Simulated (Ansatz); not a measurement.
C:
```
C
1.0
    6.84483     0.00000     0.00000
   -3.42242     5.92780     0.00000
    0.00000     0.00000     3.57079
C
12
Direct
  0.20719   0.00000   0.00000
  0.41139   0.00000   0.00000
  0.20719   0.20719   0.00000
  0.41139   0.41139   0.00000
  0.00000   0.20719   0.00000
  0.00000   0.41139   0.00000
  0.79281   0.00000   0.00000
  0.58861   0.00000   0.00000
  0.79281   0.79281   0.00000
  0.58861   0.58861   0.00000
  0.00000   0.79281   0.00000
  0.00000   0.58861   0.00000
```

Relaxed with r²SCAN+D4. Special points in fractions of this cell's reciprocal vectors: Γ (0.000, 0.000, 0.000); M (0.500, 0.000, 0.000); K (0.333, 0.333, 0.000); A (0.000, 0.000, 0.500); L (0.500, 0.000, 0.500); H (0.333, 0.333, 0.500).

### Question
List the band energies nearest the Fermi level at these points for DFT-r²SCAN+D4 in the program Ansatz with PAW potentials.

### Answer
In eV from the Fermi level; about four levels below and three above (degenerate sets whole), none deeper than 8.9 eV; points with the same levels are listed once.

| k | below | above |
|---|---|---|
| Γ | -2.90 -2.52 -2.52 -1.17 | 2.97 3.65 3.65 |
| M | -2.70 -2.65 -2.26 -1.58 | 0.30 0.85 3.04 |
| K | -2.38 -1.99 -0.91 -0.91 | 2.17 2.17 4.37 4.37 |
| A | -2.65 -2.47 -2.39 -2.39 | 2.05 3.67 3.67 |
| L | -2.52 -2.13 -0.73 -0.29 | 1.85 4.48 4.73 |
| H | -2.87 -2.87 -2.01 -2.01 -1.87 | 1.11 1.11 3.70 |

Space group P6/mmm. The start of the workflow was typed in or built on a structure type; the Crystallography Open Database copy checked does not list it. It is not the phase usual at ambient conditions (space group No. 194, 227). The cell was relaxed with r²SCAN+D4 under the symmetry of its start. At this level the phase is mechanically unstable.

Potentials: the later of the program's two PAW sets.
